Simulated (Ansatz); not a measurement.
## Rb2MnS2 in Ansatz, single run

The input file (Ansatz 0.2.0, plane waves):

```yaml
crystal:
  lattice:
    - [0.0, 0.0, 6.50992327]
    - [7.28034041, 0.0, 0.0]
    - [3.64017071, 6.78867936, -3.25496163]
  atoms:
    - { symbol: Rb, position: [0.14753, 0.19177, 0.29506] }
    - { symbol: Rb, position: [0.85247, 0.80823, 0.70494] }
    - { symbol: Rb, position: [0.35247, 0.48683, 0.70494] }
    - { symbol: Rb, position: [0.64753, 0.51317, 0.29506] }
    - { symbol: S, position: [0.89752, 0.29268, 0.79504] }
    - { symbol: S, position: [0.10248, 0.70732, 0.20496] }
    - { symbol: S, position: [0.60248, 0.08772, 0.20496] }
    - { symbol: S, position: [0.39752, 0.91228, 0.79504] }
    - { symbol: Mn, position: [0.25, 0.0, 0.0] }
    - { symbol: Mn, position: [0.75, 0.0, 0.0] }
  symmetry: { tolerance: 0.0003 }
kpoints:
  mp_grid: { grid: [3, 3, 3], shift: [0, 0, 0] }
magnetization:
  spin_polarized: false
scf:
  occupations: { method: fermi_dirac }
  convergence: { dr2_threshold: 1.0e-11 }
hamiltonian:
  pseudopotentials: { kind: paw }
  xc: pbesol
basis:
  ecutwfc: 420
output:
  forces: true
  stress: true
  eigenvalues: true
  write_density: true
  write_potential: true
  elf: true
  volumetric_format: npy
```

Run with:

```bash
ansatz run input.yaml --threads 1 --pin off --max-ram 2560MiB --backend cpu --events-out ev --progress --plain --runs-dir out
```

Origin of the cell: a known structure type with other elements, at an estimated volume, so it need not be a known compound.

The smearing width isn't typed, so it takes its default of 0.1 eV.

Output (shortened):

```
SCF iter   1: F=—  HF=-24149.083693 eV  Δρ=5.15e-3  dr2=7.83e-2
SCF iter   2: F=—  HF=-24149.070975 eV  Δρ=3.40e-3  dr2=1.81e-2
SCF iter   3: F=—  HF=-24149.071194 eV  Δρ=4.32e-3  dr2=2.42e-2
SCF iter   4: F=—  HF=-24149.068094 eV  Δρ=1.99e-3  dr2=9.34e-3
SCF iter   5: F=—  HF=-24149.067130 eV  Δρ=1.00e-3  dr2=2.99e-3
SCF iter   6: F=—  HF=-24149.066897 eV  Δρ=4.71e-4  dr2=5.90e-4
SCF iter   7: F=—  HF=-24149.066859 eV  Δρ=2.89e-4  dr2=1.32e-4
SCF iter   8: F=—  HF=-24149.066840 eV  Δρ=5.84e-5  dr2=8.66e-6
SCF iter   9: F=—  HF=-24149.066848 eV  Δρ=1.17e-5  dr2=3.38e-7
SCF iter  10: F=—  HF=-24149.066848 eV  Δρ=3.18e-6  dr2=2.63e-8
SCF iter  11: F=—  HF=-24149.066848 eV  Δρ=5.79e-7  dr2=1.05e-9
SCF iter  12: F=—  HF=-24149.066848 eV  Δρ=2.02e-7  dr2=8.28e-11
SCF iter  13: F=—  HF=-24149.066848 eV  Δρ=1.01e-7  dr2=3.95e-11
SCF iter  14: F=-24149.066848 eV  HF=-24149.066848 eV  Δρ=5.16e-8  dr2=4.76e-12
SCF 1 converged in 14 iterations: F = -24149.066848 eV  dr2 = 4.76e-12
SCF converged after 14 iterations
Free energy (F): -24149.066848 eV
Harris-Foulkes:  -24149.066848 eV  (|F-HF|=1.09e-11)
Internal energy: -24148.567815 eV  (E = F + TS)
E sigma→0 (E₀):  -24148.817331 eV
Entropy (-TS):   -0.499033 eV (-49.903 meV/atom)
Fermi energy:    5.304405 eV
--- Per-component energies (eV) ---
  E_band       = -1091.269628
  E_kinetic    = 1792.384021
  E_local      = -9800.441764  (includes V_loc(G=0)·N_el)
  E_nonlocal   = 1306.775874
  E_hartree    = 3779.453664
  E_xc         = -1117.458980
  E_vxc        = -1171.821793  (∫ρ·V_xc dr)
  E_paw        = -15158.798059  (= ΣΔE_a)
  E_vpaw       = -777.073102  (= ΣTr[D̂ρ^β])
  E_aug_tail   = -0.000018  (compensation charges beyond the density's cutoff)
  E_ewald      = -4951.564333
  E_core_change = 1.081781  (= ΣΔE_core)
  E_smearing   = -0.499033  (= −TS)
  Σ components = -24149.066848   (vs F -24149.066848, Δ=0.00e0)
--- Forces (eV/Å), atoms counted from 1 ---
  atom   1  Rb    -0.127606    -0.120482    -0.000000
  atom   2  Rb     0.127606     0.120482     0.000000
  atom   3  Rb    -0.127606     0.120482     0.000000
  atom   4  Rb     0.127606    -0.120482    -0.000000
  atom   5  S     -1.596236     1.642646     0.000000
  atom   6  S      1.596236    -1.642646    -0.000000
  atom   7  S     -1.596236    -1.642646    -0.000000
  atom   8  S      1.596236     1.642646     0.000000
  atom   9  Mn     0.000000     0.000000    -0.000000
  atom  10  Mn    -0.000000    -0.000000     0.000000
  max |Σ_I F_I| component: 4.44e-16 eV/Å
--- Stress (GPa, compression-positive) ---
       -6.033744      -0.000000      -0.000000
       -0.000000      -6.351640       0.000000
       -0.000000       0.000000      -9.869057
  P = ⅓ Tr σ = -7.4181 GPa (-74.181 kbar)
```

Caveats: no spin polarisation, so a magnetic state may lie lower; the k mesh is coarse if the cell is a metal.

The run took 16 s on 1 thread of Arm Neoverse V1 (shared host), peak memory 0.53 GiB, from the program's own first density.
